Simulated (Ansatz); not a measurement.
In:
```
CELL_PARAMETERS angstrom
     -1.66621     1.66621     2.21620
      1.66621    -1.66621     2.21620
      1.66621     1.66621    -2.21620
ATOMIC_POSITIONS crystal
  In 0.00000 0.00000 0.00000
```

Relaxed with LDA. Special points in fractions of this cell's reciprocal vectors: Γ (0.000, 0.000, 0.000); X (0.000, 0.000, 0.500); P (0.250, 0.250, 0.250); N (0.000, 0.500, 0.000); M (0.500, 0.500, -0.500); S (0.391, 0.609, -0.391); S0 (-0.391, 0.391, 0.391); R (-0.283, 0.283, 0.500); G (0.500, 0.500, -0.283).

### Question
List the band energies nearest the Fermi level at these points for LDA in the plane-wave PAW code Ansatz.

### Answer
In eV from the Fermi level; about four levels below and three above (degenerate sets whole), none deeper than 8.9 eV; … stands for higher levels left out; points with the same levels are listed once.

```
k              below              above
-  -----------------  -----------------
Γ                  –  10.91 11.07 11.07
X        -2.63 -2.45        4.27 4.60 …
P  -1.79 -0.18 -0.18             1.19 …
N        -4.43 -3.63        8.13 9.06 …
M        -1.95 -1.32        3.53 3.53 …
S        -1.66 -1.08        0.43 4.36 …
R        -1.36 -0.28        0.05 1.62 …
```

Space group I4/mmm (body-centred tetragonal). Its axis ratio c/a = 1.33 departs by over 6 % from that of the usual cell of this phase: another minimum, or an error of the functional. The cell was relaxed with LDA under the symmetry of its start; whether a distortion lowers the energy is not shown. Scalar-relativistic: spin–orbit coupling is off unless named, which matters more the heavier the elements.

Potentials: the earlier of the program's two PAW sets.
